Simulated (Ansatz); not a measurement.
KMgP$_{3}$: reading a single point

```
K Mg P
1.0
     4.32367    0.00000    0.00000
     0.00000    4.32367    0.00000
     0.00000    0.00000    4.32367
K Mg P
1 1 3
Direct
  0.50000 0.50000 0.50000
  0.00000 0.00000 0.00000
  0.50000 0.00000 0.00000
  0.00000 0.50000 0.00000
  0.00000 0.00000 0.50000
```

Level: r2SCAN, no spin polarisation; 500 eV; 8×8×8 Γ-centred mesh; gaussian occupations (width 0.0638 eV); Ansatz 0.2.0, fixed geometry.

**Charges.** Bader charges in e: K +0.70, Mg +1.58, P -0.76. In the mean Mg gives up most and P takes most.
**Stress.** The pressure is 35.1 GPa (compression positive), so with the atoms held at these fractions the cell would first expand.
**At the Fermi level.** It is a metal, with about 2.2 states/eV a cell as the mean within 0.25 eV of the Fermi level, mostly P p (90 %).
**Formation energy.** 1.07 eV an atom against the elements' usual phases (free molecules for gases, crystals otherwise, with no correction for O₂ or N₂), so at this geometry it isn't bound against them. Relaxing would lower it.

Origin: a known structure type with other elements, at an estimated volume, so it need not be a known compound. Caveats: atoms or cell far from equilibrium.
